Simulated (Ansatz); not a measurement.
HfC:
```cif
data_C4Hf4
_chemical_formula_sum 'Hf4 C4'
_space_group_name_H-M_alt 'F-43m'
_space_group_IT_number 216
_space_group_name_Hall 'F -4 2 3'
_cell_length_a 5.02667
_cell_length_b 5.02667
_cell_length_c 5.02667
_cell_angle_alpha 90.000
_cell_angle_beta 90.000
_cell_angle_gamma 90.000
loop_
_atom_site_label
_atom_site_type_symbol
_atom_site_symmetry_multiplicity
_atom_site_Wyckoff_symbol
_atom_site_fract_x
_atom_site_fract_y
_atom_site_fract_z
_atom_site_occupancy
Hf1 Hf 4 a 0.00000 0.00000 0.00000 1
C1 C 4 d 0.75000 0.75000 0.75000 1
```
(The calculation used a cell of 2 atoms; values per cell refer to that cell.)

Relaxed with r²SCAN. r²SCAN in the plane-wave PAW code Ansatz gives a gap of 0.57 eV.

Question: What gap does HSE06 give on the same cell (Ansatz, PAW)?

Answer: 0.97 eV, 0.40 eV more. The hybrid was solved on a coarser mesh and at special points; its gap is the smallest among all of these.

```json
[
 {"k": "Γ", "v1 r²SCAN": "-2.36", "c1 r²SCAN": "3.83", "v1 HSE06": "___", "c1 HSE06": "___"},
 {"k": "X", "v1 r²SCAN": "-0.06", "c1 r²SCAN": "0.77", "v1 HSE06": "___", "c1 HSE06": "___"},
 {"k": "L", "v1 r²SCAN": "-1.72", "c1 r²SCAN": "4.35", "v1 HSE06": "___", "c1 HSE06": "___"},
 {"k": "W", "v1 r²SCAN": "0.00", "c1 r²SCAN": "0.57", "v1 HSE06": "0.00", "c1 HSE06": "0.97"},
 {"k": "K", "v1 r²SCAN": "-0.57", "c1 r²SCAN": "0.93", "v1 HSE06": "___", "c1 HSE06": "___"}
]
```

Question: Top valence (v1) and lowest conduction level (c1) in eV from each method's valence maximum (which need not be a listed point): supply the withheld HSE06 values.

Answer: 
- K, v1 HSE06: -0.58
- K, c1 HSE06: 1.38
- L, v1 HSE06: -1.79
- L, c1 HSE06: 5.04
- X, v1 HSE06: -0.05
- X, c1 HSE06: 1.15
- Γ, v1 HSE06: -2.50
- Γ, c1 HSE06: 4.20

Cost on shared cores: the r²SCAN run (SCF on a 10×10×10 mesh, then bands and DOS) around 24 core-seconds (rough), the HSE06 run (SCF on 7×7×7, then a few points) around 110 core-seconds (rough); the tasks are unlike.

The start of the workflow was typed in or built on a structure type; neither database checked (COD, Materials Project) lists it. It is not the phase usual at ambient conditions (space group No. 225). The r²SCAN relaxation kept the symmetry of its start; whether a distortion lowers the energy is not shown. No spin polarisation was allowed. Spin–orbit coupling is left out wherever it is not named.

Potentials: the earlier of the program's two PAW sets.
